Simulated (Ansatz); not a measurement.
Input for Ansatz (plane-wave DFT, PAW):

```yaml
crystal:
  lattice:
    - [3.949713, 0.0, 0.0]
    - [0.0, 3.949713, 0.0]
    - [0.0, 0.0, 9.067505]
  atoms:
    - { symbol: Cu, position: [0.0, 0.0, 0.5], spin: 1.0 }
    - { symbol: Cu, position: [0.5, 0.5, 0.5], spin: 1.0 }
    - { symbol: Bi, position: [0.0, 0.5, 0.860179] }
    - { symbol: Bi, position: [0.5, 0.0, 0.139821] }
    - { symbol: Se, position: [0.5, 0.0, 0.672824] }
    - { symbol: Se, position: [0.0, 0.5, 0.327176] }
    - { symbol: O, position: [0.5, 0.5, 0.0] }
    - { symbol: O, position: [0.0, 0.0, 0.0] }
basis:
  ecutwfc: 500
kpoints:
  mp_grid: { grid: [4, 4, 2] }
hamiltonian:
  xc: r2scan
scf:
  occupations: { method: gaussian, width: 0.1 }
  lower_state_search: "off"
output:
  forces: true
  stress: true
  eigenvalues: true
  populations: true
magnetization:
  spin_polarized: true
```

Launched with
```bash
ansatz run input.yaml --threads 2 --pin off --max-ram 5120MiB --backend cpu --events-out ev --progress --plain --runs-dir out
```

Level of theory: Ansatz, DFT r2SCAN, scalar-relativistic, plane waves, PAW.

Abridged output (iterations and final results):

```
SCF iter   1: F=-50167.975426 eV  HF=-50179.628146 eV  |F-HF|=1.17e1  |Δ(HF+E_count)|=         —  Δρ=7.78e-2 (↑3.96e-2 ↓7.78e-2) dr2=1.35e1  dr2_τ=3.73e-2  dr2_m=3.69e0  M=0.000 μB ∫|m|=0.314 μB  β_m=0.30  ethr=3.10e-3  ⟨swp⟩=7.2  Hψ=6140  notcnv=0  defer=7
spin=Collinear: Resta preconditioning applied to the charge; magnetization (m = ρ↑ − ρ↓) channel mixes plain (no charge-response kernel on spin).
SCF iter   2: F=-50177.027764 eV  HF=-50178.313562 eV  |F-HF|=1.29e0  |Δ(HF+E_count)|=    1.31e0  Δρ=4.24e-2 (↑4.24e-2 ↓3.77e-2) dr2=2.47e0  dr2_τ=2.41e-2  dr2_m=1.82e0  M=0.000 μB ∫|m|=0.311 μB  β_m=0.30  ethr=3.10e-3  ⟨swp⟩=2.3  Hψ=2504  notcnv=0  defer=156  κ⁻¹=1.0e0(r=1)
SCF iter   3: F=-50178.206348 eV  HF=-50178.253798 eV  |F-HF|=4.74e-2  |Δ(HF+E_count)|=   5.98e-2  Δρ=2.91e-2 (↑2.91e-2 ↓2.87e-2) dr2=6.56e-1  dr2_τ=9.54e-3  dr2_m=9.77e-1  M=0.000 μB ∫|m|=0.247 μB  β_m=0.30  ethr=2.21e-3  ⟨swp⟩=2.1  Hψ=2185  notcnv=0  defer=152  κ⁻¹=5.6e-2(r=2)
SCF iter   4: F=-50178.456445 eV  HF=-50178.380336 eV  |F-HF|=7.61e-2  |Δ(HF+E_count)|=   1.27e-1  Δρ=2.38e-2 (↑2.38e-2 ↓1.69e-2) dr2=1.34e-1  dr2_τ=4.67e-3  dr2_m=5.11e-1  M=0.001 μB ∫|m|=0.215 μB  β_m=0.30  ethr=5.86e-4  ⟨swp⟩=2.3  Hψ=2318  notcnv=0  defer=152  κ⁻¹=1.0e-2(r=3)
SCF iter   5: F=-50178.499905 eV  HF=-50178.447475 eV  |F-HF|=5.24e-2  |Δ(HF+E_count)|=   6.71e-2  Δρ=1.62e-2 (↑1.62e-2 ↓1.42e-2) dr2=3.75e-2  dr2_τ=2.38e-3  dr2_m=2.87e-1  M=0.000 μB ∫|m|=0.164 μB  β_m=0.30  ethr=1.20e-4  ⟨swp⟩=1.8  Hψ=2200  notcnv=0  defer=140  κ⁻¹=1.0e-3(r=4)
SCF iter   6: F=-50178.493830 eV  HF=-50178.486859 eV  |F-HF|=6.97e-3  |Δ(HF+E_count)|=   3.94e-2  Δρ=1.25e-2 (↑1.25e-2 ↓9.66e-3) dr2=1.94e-2  dr2_τ=1.06e-3  dr2_m=1.58e-1  M=0.000 μB ∫|m|=0.132 μB  β_m=0.30  ethr=3.35e-5  ⟨swp⟩=2.0  Hψ=2598  notcnv=0  defer=140  κ⁻¹=4.3e-5(r=5)
SCF iter   7: F=-50178.506122 eV  HF=-50178.497153 eV  |F-HF|=8.97e-3  |Δ(HF+E_count)|=   1.03e-2  Δρ=9.05e-3 (↑7.71e-3 ↓9.05e-3) dr2=4.78e-3  dr2_τ=5.94e-4  dr2_m=9.08e-2  M=0.000 μB ∫|m|=0.100 μB  β_m=0.30  ethr=1.73e-5  ⟨swp⟩=2.0  Hψ=2074  notcnv=0  defer=140
Mixer restart at iter 7: flushing history
spin-set hold released at iteration 7 (site moments contracting): the magnetisation degrees of freedom join the quasi-Newton model from the next iteration; the mixer history was flushed
SCF iter   8: F=-50178.510369 eV  HF=-50178.503449 eV  |F-HF|=6.92e-3  |Δ(HF+E_count)|=   6.30e-3  Δρ=6.32e-3 (↑6.32e-3 ↓6.24e-3) dr2=6.22e-4  dr2_τ=3.27e-4  dr2_m=5.10e-2  M=0.000 μB ∫|m|=0.080 μB  β_m=0.30  ethr=4.27e-6  ⟨swp⟩=1.5  Hψ=2134  notcnv=0  defer=140  κ⁻¹=1.0e0(r=1)
SCF iter   9: F=-50178.511126 eV  HF=-50178.511783 eV  |F-HF|=6.57e-4  |Δ(HF+E_count)|=   8.33e-3  Δρ=2.19e-3 (↑1.06e-3 ↓2.19e-3) dr2=1.23e-3  dr2_τ=3.13e-5  dr2_m=3.42e-3  M=0.000 μB ∫|m|=0.033 μB  β_m=0.30  ethr=5.56e-7  ⟨swp⟩=2.4  Hψ=2979  notcnv=0  defer=140  κ⁻¹=1.0e-1(r=2)
SCF iter  10: F=-50178.512290 eV  HF=-50178.512247 eV  |F-HF|=4.23e-5  |Δ(HF+E_count)|=   4.64e-4  Δρ=2.26e-4 (↑1.90e-4 ↓2.26e-4) dr2=1.28e-4  dr2_τ=9.76e-7  dr2_m=4.66e-5  M= 0.000 μB ∫|m|=0.017 μB  β_m=0.30  ethr=5.56e-7  ⟨swp⟩=1.9  Hψ=2377  notcnv=0  defer=140  κ⁻¹=2.0e-3(r=3)
SCF iter  11: F=-50178.512397 eV  HF=-50178.512353 eV  |F-HF|=4.37e-5  |Δ(HF+E_count)|=   1.05e-4  Δρ=9.96e-5 (↑8.73e-5 ↓9.96e-5) dr2=9.99e-6  dr2_τ=1.72e-7  dr2_m=9.89e-6  M=0.000 μB ∫|m|=0.010 μB  β_m=0.30  ethr=1.14e-7  ⟨swp⟩=2.0  Hψ=2165  notcnv=0  defer=140  κ⁻¹=2.9e-4(r=4)
SCF iter  12: F=-50178.512419 eV  HF=-50178.512402 eV  |F-HF|=1.64e-5  |Δ(HF+E_count)|=   4.95e-5  Δρ=6.18e-5 (↑6.18e-5 ↓5.02e-5) dr2=2.28e-6  dr2_τ=3.36e-8  dr2_m=3.54e-6  M=0.000 μB ∫|m|=0.007 μB  β_m=0.30  ethr=8.92e-9  ⟨swp⟩=2.0  Hψ=2543  notcnv=0  defer=140  κ⁻¹=2.7e-5(r=5)
SCF iter  13: F=-50178.512425 eV  HF=-50178.512423 eV  |F-HF|=2.10e-6  |Δ(HF+E_count)|=   2.05e-5  Δρ=3.08e-5 (↑3.08e-5 ↓2.37e-5) dr2=9.69e-7  dr2_τ=8.38e-9  dr2_m=6.27e-7  M=0.000 μB ∫|m|=0.003 μB  β_m=0.30  ethr=2.04e-9  ⟨swp⟩=2.8  Hψ=2935  notcnv=0  defer=140  κ⁻¹=4.9e-6(r=6)
SCF iter  14: F=-50178.512426 eV  HF=-50178.512426 eV  |F-HF|=9.72e-8  |Δ(HF+E_count)|=   3.15e-6  Δρ=1.43e-5 (↑1.43e-5 ↓1.15e-5) dr2=2.98e-7  dr2_τ=1.53e-9  dr2_m=1.30e-7  M=0.000 μB ∫|m|=0.001 μB  β_m=0.30  ethr=8.65e-10  ⟨swp⟩=2.2  Hψ=2858  notcnv=0  defer=140  κ⁻¹=8.0e-7(r=7)
SCF iter  15: F=-50178.512426 eV  HF=-50178.512426 eV  |F-HF|=5.30e-8  |Δ(HF+E_count)|=   2.67e-7  Δρ=5.38e-6 (↑5.38e-6 ↓3.68e-6) dr2=1.88e-8  dr2_τ=2.45e-10  dr2_m=2.21e-8  M=0.000 μB ∫|m|=0.000 μB  β_m=0.30  ethr=8.93e-11  ⟨swp⟩=11.5  Hψ=7696  notcnv=0  κ⁻¹=2.7e-7(r=8)
SCF iter  16: F=-50178.512426 eV  HF=-50178.512426 eV  |F-HF|=9.79e-9  |Δ(HF+E_count)|=   8.06e-8  Δρ=3.93e-6 (↑3.76e-6 ↓3.93e-6) dr2=5.12e-8  dr2_τ=6.96e-11  dr2_m=7.15e-10  M=0.000 μB ∫|m|=0.000 μB  β_m=0.30  ethr=1.68e-11  ⟨swp⟩=2.0  Hψ=5060  notcnv=0  κ⁻¹=1.6e-8(r=8)
SCF iter  17: F=-50178.512426 eV  HF=-50178.512426 eV  |F-HF|=7.58e-9  |Δ(HF+E_count)|=   9.60e-9  Δρ=2.19e-6 (↑2.12e-6 ↓2.19e-6) dr2=1.74e-8  dr2_τ=2.04e-11  dr2_m=2.02e-10  M=0.000 μB ∫|m|=0.000 μB  β_m=0.30  ethr=1.68e-11  ⟨swp⟩=1.8  Hψ=4597  notcnv=0  κ⁻¹=1.5e-7(r=8)
SCF iter  18: F=-50178.512426 eV  HF=-50178.512426 eV  |F-HF|=8.00e-10  |Δ(HF+E_count)|=   1.00e-9  Δρ=5.53e-7 (↑4.77e-7 ↓5.53e-7) dr2=1.13e-9  dr2_τ=2.22e-12  dr2_m=3.89e-11  M=0.000 μB ∫|m|=0.000 μB  ethr=1.55e-11  ⟨swp⟩=1.8  Hψ=3954  notcnv=0
WARN: the starting moments were not kept: the SCF closed with an absolute magnetisation of 1.0e-5 μB, where they sum to 2 μB in size (2 sites). That is at most 0.1 of that sum. Measured as dr2_m measures the in/out step, that magnetisation stands 7.4e-12 eV from none, at or under the dr2_threshold of 1.0e-7 eV: it is no larger than a step whose dr2_m would equal this threshold. The system may hold no moment; this SCF shows only that its start led to no more than that. To try another start: raise the starting moments (crystal.atoms[].spin, magnetization.per_species, magnetization.initial_magnetization, or on a non-collinear deck that types none of these the spinor_matrix: blocks that start it ...
SCF 1 converged in 18 iterations: F = -50178.512426 eV  dr2 = 1.13e-9
this state was not tested for a lower state beside it, because the mixer in use, unlike msr1, does not test its closes by its own steps (another_mixer; see scf.mixing.algorithm and scf.lower_state_search)
SCF converged after 18 iterations
Magnetization: 0.0000 μB (56.0000 up, 56.0000 down)
Absolute magnetization: 0.0000 μB (∫|ρ↑−ρ↓|, with the PAW one-centre terms)
Spin contamination: 0.0000 ħ² per cell (⟨S²⟩ above its minimum at these occupations)
Per-site moments (μB) at R_I (Å): [(-4.50404650e-7, 1.03994233), (-4.50404650e-7, 1.03994233), (-1.71765394e-8, 0.96805278), (-1.71765394e-8, 0.96805278), (9.78096196e-7, 1.03994233), (9.78096196e-7, 1.03994233), (-1.36754395e-8, 0.96805278), (-1.36754398e-8, 0.96805278)]
Free energy (F): -50178.512426 eV
Harris-Foulkes:  -50178.512426 eV  (|F-HF|=8.00e-10)
Internal energy: -50178.512422 eV  (E = F + TS)
E sigma→0 (E₀):  -50178.512424 eV
Entropy (-TS):   -0.000005 eV (-0.001 meV/atom)
Fermi energy:    12.144462 eV
--- Per-component energies (eV) ---
  E_band       = -1764.983058
  E_kinetic    = 1789.110578
  E_local      = -20014.643942  (includes V_loc(G=0)·N_el)
  E_nonlocal   = 850.695100
  E_hartree    = 8901.732936
  E_xc         = -791.754144
  E_vxc        = -981.078691  (∫ρ·V_xc dr)
  E_paw        = -28924.723202  (= ΣΔE_a)
  E_vpaw       = -1274.200503  (= ΣTr[D̂ρ^β])
  E_aug_tail   = 0.001209  (compensation charges beyond the density's cutoff)
  E_vtau       = 61.671898  (kinetic-family band-sum trace: ∫τ·v_τ [+ j·A + Jᵃ·Aᵃ] dr)
  E_ewald      = -11986.486412
  E_core_change = -2.444544  (= ΣΔE_core)
  E_smearing   = -0.000005  (= −TS)
--- Forces (eV/Å), atoms counted from 1 ---
  atom   1  Cu     0.00000000     0.00000000     0.00000000
  atom   2  Cu     0.00000000     0.00000000     0.00000000
  atom   3  Bi     0.00000000     0.00000000     0.26500593
  atom   4  Bi     0.00000000     0.00000000    -0.26500593
  atom   5  Se     0.00000000     0.00000000    -0.05967863
  atom   6  Se     0.00000000     0.00000000     0.05967863
  atom   7  O      0.00000000     0.00000000     0.00000000
  atom   8  O      0.00000000     0.00000000     0.00000000
--- Stress (GPa, compression-positive) ---
       -2.527101       0.000000       0.000000
        0.000000      -2.527101       0.000000
        0.000000       0.000000      -2.276646
  P = ⅓ Tr σ = -2.4436 GPa (-24.436 kbar)
--- Band table (eV; the first three rows and the last of 24) ---
  k-point 0 ↑: bands = ["-103.5534", "-103.5510", "-59.4336", "-59.4336", "-59.4154", "-59.4154", "-59.3875", "-59.3841", "-36.5099", "-36.5099", "-36.5099", "-36.5099", "-36.5095", "-36.5095", "-36.4953", "-36.4952", "-36.4927", "-36.4927", "-13.0336", "-12.8367", "-12.8367", "-12.8361", "-12.8274", "-12.8094", "-12.7879", "-12.7768", "-12.7768", "-12.7646", "-9.4779", "-7.2268", "-2.5009", "-2.2812", "0.5459", "2.3574", "5.3207", "5.3207", "6.8992", "7.7615", "7.9573", "7.9573", "7.9663", "8.3212", "8.3212", "8.7881", "8.7881", "8.9064", "9.1002", "9.9778", "10.0349", "10.4064", "10.5620", "10.5620", "10.7777", "11.0966", "11.5322", "11.5322", "12.4084", "13.0914", "15.2573", "15.2573", "1 ...
  k-point 1 ↑: bands = ["-103.5534", "-103.5510", "-59.4336", "-59.4336", "-59.4154", "-59.4154", "-59.3875", "-59.3841", "-36.5099", "-36.5099", "-36.5099", "-36.5099", "-36.5095", "-36.5095", "-36.4953", "-36.4952", "-36.4927", "-36.4927", "-13.0336", "-12.8367", "-12.8367", "-12.8361", "-12.8274", "-12.8094", "-12.7879", "-12.7768", "-12.7768", "-12.7646", "-9.4777", "-7.2269", "-2.7033", "-1.9934", "0.3564", "2.4841", "5.3192", "5.3192", "6.7163", "7.9644", "8.0775", "8.1409", "8.1409", "8.1678", "8.1678", "8.7120", "8.7120", "8.7984", "9.1002", "10.0404", "10.0467", "10.4064", "10.4944", "10.4944", "10.7777", "11.1348", "11.8278", "11.8278", "12.4250", "12.5121", "14.5415", "14.5415", " ...
  k-point 2 ↑: bands = ["-103.5531", "-103.5513", "-59.4310", "-59.4309", "-59.4181", "-59.4180", "-59.3870", "-59.3846", "-36.5100", "-36.5099", "-36.5099", "-36.5099", "-36.5095", "-36.5095", "-36.4951", "-36.4950", "-36.4927", "-36.4927", "-13.0160", "-12.8580", "-12.8373", "-12.8330", "-12.8126", "-12.8120", "-12.8061", "-12.7950", "-12.7693", "-12.7684", "-9.0997", "-7.4799", "-2.2015", "-1.9832", "0.2869", "1.7245", "5.3706", "5.7032", "6.2826", "7.1925", "7.3392", "7.6583", "7.7076", "8.2402", "8.2671", "8.6942", "8.7224", "9.1868", "9.2859", "9.8970", "9.9361", "10.2191", "10.2343", "10.2778", "11.0800", "11.2672", "11.5104", "11.6936", "13.5765", "14.0531", "14.1715", "14.9295", "14 ...
  k-point 11 ↓: bands = ["-103.5522", "-103.5522", "-59.4354", "-59.4354", "-59.4138", "-59.4138", "-59.3857", "-59.3857", "-36.5101", "-36.5101", "-36.5099", "-36.5099", "-36.5093", "-36.5093", "-36.4946", "-36.4946", "-36.4929", "-36.4929", "-13.0193", "-13.0193", "-12.8177", "-12.8177", "-12.7844", "-12.7844", "-12.7751", "-12.7751", "-12.7626", "-12.7626", "-7.9554", "-7.9554", "-1.3556", "-1.3556", "-0.1318", "-0.1318", "5.3404", "5.3404", "6.6347", "6.6347", "7.0048", "7.0048", "7.4670", "7.4670", "8.3862", "8.3862", "8.9321", "8.9321", "9.4615", "9.4615", "9.8404", "9.8404", "10.0165", "10.0165", "10.2290", "10.2290", "10.9295", "10.9295", "13.6884", "13.6884", "14.6085", "14.6085", " ...
--- Löwdin populations: 8 sites ---
  site symbol q [e]    m [muB]
     0     Cu     18.4555     0.0000
     1     Cu     18.4555     0.0000
     2     Bi     13.7069     0.0000
     3     Bi     13.7069     0.0000
     4     Se     16.7576     0.0000
     5     Se     16.7576     0.0000
     6      O      6.8277     0.0000
     7      O      6.8277     0.0000
  spilling = 0.004506 (of n_electrons = 112.000000)
```

The run converged.

The run took 34 s on 2 threads of Intel(R) Xeon(R) 6975P-C (Granite Rapids) (shared host), peak memory 0.92 GiB.

The k mesh is coarse. Spin-orbit coupling is left out, which matters for the bands of heavy elements.